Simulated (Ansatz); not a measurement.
**What DFT gives for KSi2Ag2**

```
Si Ag K
1.0
     0.00000    4.42165    0.00000
     4.42165    0.00000    0.00000
     2.21083    2.21083   -5.28983
Si Ag K
2 2 1
Direct
  0.38900 0.38900 0.22200
  0.61100 0.61100 0.77800
  0.75000 0.25000 0.50000
  0.25000 0.75000 0.50000
  0.00000 0.00000 0.00000
```

Single point in Ansatz 0.2.0 with r2SCAN, no spin polarisation. Cutoff 500 eV, PAW datasets, 8×8×8 Γ-centred k mesh, fermi-dirac filling (width 0.1 eV).

(1) What does the stress say?

(2) Where is the largest force?

(3) What is the formation energy?

(4) Is there a gap?

Origin: a known structure type with other elements, at an estimated volume, so it need not be a known compound.

Answers

(1) The pressure is -0.5 GPa (compression positive), so with the atoms held at these fractions the cell is close to zero pressure. The principal stresses -3.3, 0.9, 0.9 GPa differ, so its shape would change too.

(2) The largest is on Si1 (and as large on other atoms): 0.12 eV/Å, components (0.00, 0.00, -0.12). It makes 180° with the line to a nearest neighbour, Si2 at 2.35 Å, pointing away from it.

(3) 0.11 eV an atom against the elements' usual phases (free molecules for gases, crystals otherwise, with no correction for O₂ or N₂), so at this geometry it isn't bound against them. Relaxing would lower it.

(4) It is a metal, with about 2.2 states/eV a cell as the mean within 0.25 eV of the Fermi level, mostly Si p (73 %).
